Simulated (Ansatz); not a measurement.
Values for one crystal, relaxed and computed with r²SCAN (plane waves, PAW; program Ansatz); other levels are named.

```yaml
volume_per_atom: 33.60 Å³
electronic_character: metallic (no gap)
Density of states at the Fermi level: 2.4 states/eV per atom (mean over ±0.08 eV)
mechanical_stability: stable (all eigenvalues of C positive)
Gap with spin–orbit coupling: none (metallic)
Pressure derivative B′: 3.0
Bulk modulus (Birch–Murnaghan fit): 392 kbar
```

**Question.** Pick the material that matches.
A) Pr, bcc (W type)
B) Y, bcc (W type)
C) Pd, simple cubic
D) Cu, dhcp (α-La type)

**Answer.** B, Y, bcc (W type)

Space group Im-3m (bcc (W type)). The start of the workflow was typed in or built on a structure type; neither database checked (COD, Materials Project) lists it. It is not the phase usual at ambient conditions (space group No. 194). The r²SCAN relaxation kept the symmetry of its start; whether a distortion lowers the energy is not shown. The run is not spin-polarised. Scalar-relativistic: spin–orbit coupling is off unless named, which matters more the heavier the elements.

Potentials: the later of the program's two PAW sets.
